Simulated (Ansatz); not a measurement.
Stress against strain in Sr

```xyz
1
Lattice="0.0000 3.0423 3.0423 3.0423 0.0000 3.0423 3.0423 3.0423 0.0000" Properties=species:S:1:pos:R:3 pbc="T T T"
Sr    0.0000    0.0000    0.0000
```

The cell is COD entry 9008484, as deposited and not checked against the literature; nothing was relaxed.

Level of theory: DFT, LDA, all-electron LAPW, scalar-relativistic (Ansatz 0.2.0).

The runs use a Γ-centred 10×10×10 k mesh, Fermi–Dirac smearing of 0.08 eV, basis error target 0.5 meV/atom, no spin polarisation.

The strain is applied along the Cartesian axes of the cell as listed (the other components stay zero). Fractional coordinates are held (clamped ions).

σ is the change of stress from the unstrained cell, which is at -1.55 GPa; tension is positive, so slopes are stress–strain coefficients at that pressure. In a metal the k mesh adds noise.

Only quantities that a quadratic follows smoothly over the whole series are listed; rougher ones are left out.

```csv
εzz,σzz (GPa),σxx (GPa)
-0.0200,-0.23,-0.14
0.0000,0.00,0.00
0.0100,0.11,0.06
0.0200,0.23,0.12
```

Question: Fit the series and read off the stiffness at zero strain.

Answer: Least-squares fits y = p0 + p1 x + p2 x² to the rows give σzz (GPa): p1 = 11.5, p2 = 4.5; σxx (GPa): p1 = 6.48, p2 = -23. So C11 = 11 GPa and C12 = 6 GPa, which gives B = (C11 + 2 C12)/3 = 8 GPa.

Question: One run, at εzz = -0.0100, is withheld. Predict its row.

Answer: The fits give -0.12, -0.07; the run gave -0.11, -0.07.
